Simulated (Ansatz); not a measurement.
RuW in space group P-6m2 (No. 187; Ru on 1b, W on 1e) under volume change, LDA (plane waves, PAW; program Ansatz), shape and atoms relaxed at each volume.

```
V (Å³/atom)  E − E(relaxed) (meV/atom)  P (GPa)
-----------  -------------------------  -------
12.988                           145.4    39.43
13.416                            61.0    24.12
13.844                            14.4    11.09
14.272                             0.0     0.00
14.701                            12.9    -9.42
15.129                            49.1   -17.42
15.557                           105.0   -24.20
```

What does a third-order Birch–Murnaghan fit give for V₀, B₀ and B′?

V₀ = 14.27 Å³/atom, B₀ = 340 GPa, B′ = 4.4.

The first step of the workflow began from a Materials Project structure, measured or hypothetical; the Crystallography Open Database copy checked does not list it. With Ru and W taken as one species the cell has the higher symmetry P6_3/mmc, so it may be an ordered model of a mixed-site phase. Its standing as an ambient phase is unchecked. Symmetry was held in the LDA relaxation; whether a distortion lowers the energy is not shown. No spin polarisation was allowed. Scalar-relativistic: spin–orbit coupling is off unless named, which matters more the heavier the elements.

Potentials: the later of the program's two PAW sets.
